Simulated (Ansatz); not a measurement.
Hg₂SeS:
```xyz
4
Lattice="4.2428 0.0000 0.0000 0.0000 4.2428 0.0000 0.0000 0.0000 6.0108" Properties=species:S:1:pos:R:3 pbc="T T T"
Hg     2.1214     0.0000     4.5837
Hg     0.0000     2.1214     1.4271
Se     0.0000     0.0000     3.0054
S      2.1214     2.1214     0.0000
```

Relaxed with PBEsol. Special points in fractions of this cell's reciprocal vectors: Γ (0.000, 0.000, 0.000); X (0.000, 0.500, 0.000); M (0.500, 0.500, 0.000); Z (0.000, 0.000, 0.500); R (0.000, 0.500, 0.500); A (0.500, 0.500, 0.500).

List the band energies nearest the Fermi level at these points for PBEsol in the plane-wave PAW code Ansatz.

In eV from the Fermi level; about four levels below and three above (degenerate sets whole), none deeper than 8.9 eV; points with the same levels are listed once.

```json
[
 {"k": "Γ", "below": "-0.86 -0.05 -0.02 -0.02", "above": "2.88 3.09 5.66 5.66"},
 {"k": "X", "below": "-2.40 -2.35 -1.20 -0.75", "above": "2.44 2.59 5.44"},
 {"k": "M", "below": "-2.51 -2.30 -2.30 -2.09", "above": "2.85 2.88 2.88"},
 {"k": "Z", "below": "-1.48 -1.48 -1.02 -1.02", "above": "2.14 2.29 3.68"},
 {"k": "R", "below": "-1.21 -1.04 -0.95 -0.75", "above": "1.14 1.31 6.25"},
 {"k": "A", "below": "-2.86 -2.67 -2.37 -2.37", "above": "3.56 3.56 4.98"}
]
```

Space group P-4m2. The first step of the workflow began from a Materials Project structure, measured or hypothetical; the Crystallography Open Database copy checked does not list it. Its standing as an ambient phase is unchecked. Symmetry was held in the PBEsol relaxation; whether a distortion lowers the energy is not shown. The Fermi level of a semimetal is unsure by some 0.05 eV on such meshes. Scalar-relativistic: spin–orbit coupling is off unless named, which matters more the heavier the elements.

Potentials: the later of the program's two PAW sets.
